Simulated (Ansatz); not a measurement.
Zone-centre phonons of HCl at 22 GPa: input and output

All numbers below come from Ansatz, DFT PBEsol, scalar-relativistic, plane waves, PAW.

It can be run as:
```bash
ansatz run input.yaml --threads 1 --pin off --backend cpu --events-out ev --progress --plain --runs-dir out  # memory cap (--max-ram) not shown
```

Input (bare energies are in eV):
```yaml
crystal:
  lattice:
    - [-1.5393457517, 1.5393457592, 2.1848719562]
    - [1.5393457517, -1.5393457592, 2.1848719562]
    - [1.5393457517, 1.5393457592, -2.1848719562]
  atoms:
    - { symbol: H, position: [0.6844103254, 0.6844103254, 0.0] }
    - { symbol: Cl, position: [0.9835896746, 0.9835896746, 0.0] }
basis:
  ecutwfc: 420
kpoints:
  mp_grid: { grid: [8, 8, 8] }
hamiltonian:
  xc: pbesol
scf:
  occupations: { method: fixed }
output:
  eigenvalues: true
phonons:
  method: dfpt
  dielectric: true
  rigid_motions: translations
  eigenvectors: true
```

Results section of the output:
```
--- Phonons (Γ-DFPT): 4 representative perturbations + reference, on 150 of 512 k-points (Σ response iterations 15) ---
  k mesh reduced under 2 symmetry operations, with k and −k counted as one. Each operation leaves every solved perturbation unchanged. A smaller set is not considered because the run solves the response ...
  ASR residual: 9.662e-5 → 0.000e0 eV/Å²; symmetrization residual: 6.655e-8 eV/Å²
  ASR residual per site (eV/Å²): 3.55e-5 9.66e-5
  Γ frequencies (cm⁻¹): -168.24 -168.24 0.00 0.00 0.00 2607.27
  ε∞ (high-frequency dielectric tensor):
        4.118453    -0.000000    -0.000000
       -0.000000     4.118453     0.000000
       -0.000000     0.000000     4.260493
  softest optical mode at Γ: -168.24 cm⁻¹; the repairs (sum rule, projections) moved no ω² at Γ by more than (3.11 cm⁻¹)²
  Born effective charges Z* (e; rows j = field, columns β = displacement):
    site 0:
         0.62064    0.00000   -0.00000
         0.00000    0.62064    0.00000
        -0.00000   -0.00000    0.86898
    site 1:
        -0.62064   -0.00000    0.00000
        -0.00000   -0.62064   -0.00000
         0.00000    0.00000   -0.86898
  Z* charge neutrality: 3.495e-3 e pre-enforcement
  solved inside a basis spanned on kpoints, on 8×8×8 k-points, its susceptibility summed on 12×12×14: ε∞ is read to err by 1.4e-2, Z* by 1.0e-2 e (field_mesh: kpoints solves on kpoints); Z* is corrected for ...
  optical modes at Γ without the LO–TO term, one row a degenerate level:
      ω (cm⁻¹) modes IR ((D/Å)²/amu)
       -168.24      2            18.1340
       2607.27      1            17.7746
  optical modes at Γ + LO–TO along q̂ = [1.0000, 0.0000, 0.0000]:
      ω (cm⁻¹) modes IR ((D/Å)²/amu)
       -168.24      1             9.0670
        445.46      1             9.0670
       2607.27      1            17.7746
  optical modes at Γ + LO–TO along q̂ = [0.0000, 1.0000, 0.0000]:
      ω (cm⁻¹) modes IR ((D/Å)²/amu)
       -168.24      1             9.0670
        445.46      1             9.0670
       2607.27      1            17.7746
  optical modes at Γ + LO–TO along q̂ = [0.0000, 0.0000, 1.0000]:
      ω (cm⁻¹) modes IR ((D/Å)²/amu)
       -168.24      2            18.1340
       2688.41      1            17.7746
```

The crystal is built of molecules and no dispersion correction was added, so the binding between them is poorly described, and with it their spacing and whatever depends on it. Other phases may be more stable at this pressure.

Negative frequencies stand for imaginary ones: the cell is unstable against these modes.